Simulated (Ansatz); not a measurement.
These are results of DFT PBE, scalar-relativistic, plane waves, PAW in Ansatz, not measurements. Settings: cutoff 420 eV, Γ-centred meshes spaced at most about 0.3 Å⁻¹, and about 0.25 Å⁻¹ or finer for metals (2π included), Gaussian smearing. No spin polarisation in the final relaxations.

These are static total energies at zero pressure. All come from trial cells, and lower structures may exist.

Task: Which of these relaxed structures of Y₃NbO₂ is the lowest in energy?
A.

Space group P4/mmm (No. 123). a = 3.009 Å, b = 3.009 Å, c = 11.193 Å, α = 90.00°, β = 90.00°, γ = 90.00°
| atom | site | symmetry | x | y | z |
| --- | --- | --- | --- | --- | --- |
| Y | 2h | 4mm | 0.5000 | 0.5000 | 0.2196 |
| Y | 1d | 4/mmm | 0.5000 | 0.5000 | 0.5000 |
| Nb | 1a | 4/mmm | 0.0000 | 0.0000 | 0.0000 |
| O | 2g | 4mm | 0.0000 | 0.0000 | 0.3778 |

B.

Space group P6/mmm (No. 191). a = 6.552 Å, b = 6.552 Å, c = 2.947 Å, α = 90.00°, β = 90.00°, γ = 120.00°
```
atom  site  symmetry       x       y       z
   Y    3g       mmm  0.5000  0.0000  0.5000
  Nb    1a     6/mmm  0.0000  0.0000  0.0000
   O    2c      -6m2  0.3333  0.6667  0.0000
```

C.

Space group P-3m1 (No. 164). a = 3.913 Å, b = 3.913 Å, c = 9.235 Å, α = 90.00°, β = 90.00°, γ = 120.00°
| atom | site | symmetry | x | y | z |
| --- | --- | --- | --- | --- | --- |
| Y | 2d | 3m. | 0.3333 | 0.6667 | 0.7788 |
| Y | 1b | -3m. | 0.0000 | 0.0000 | 0.5000 |
| Nb | 1a | -3m. | 0.0000 | 0.0000 | 0.0000 |
| O | 2c | 3m. | 0.0000 | 0.0000 | 0.7554 |

D.

Space group P-4m2 (No. 115). a = 3.795 Å, b = 3.795 Å, c = 8.143 Å, α = 90.00°, β = 90.00°, γ = 90.00°
| atom | site | symmetry | x | y | z |
| --- | --- | --- | --- | --- | --- |
| Y | 1b | -4m2 | 0.5000 | 0.5000 | 0.0000 |
| Y | 2g | 2mm. | 0.0000 | 0.5000 | 0.3480 |
| Nb | 1a | -4m2 | 0.0000 | 0.0000 | 0.0000 |
| O | 2g | 2mm. | 0.0000 | 0.5000 | 0.8113 |

Result: C. It has space group P-3m1 (No. 164); the next, B, with space group P6/mmm (No. 191), lies 86 meV/atom higher. Counting O atoms around Nb and Y (those within 1.25 times the shortest such distance or 1.15 times the sum of covalent radii, 1.27 where that leaves under three; the shortest distance is added where it exceeds 1.18 times the sum of covalent radii; a slash parts the counts of unlike sites), the lowest has Y 2/3, Nb 2 and the next has Y 4, Nb 6 from 3.8 Å.

A magnetic state wasn't ruled out in cells without spin, among them P-3m1, P6/mmm, P4/mmm, P-4m2. Cells relaxed within their symmetry can be saddle points. Some types were kept out of the candidates beforehand, so the set may lack a known form.
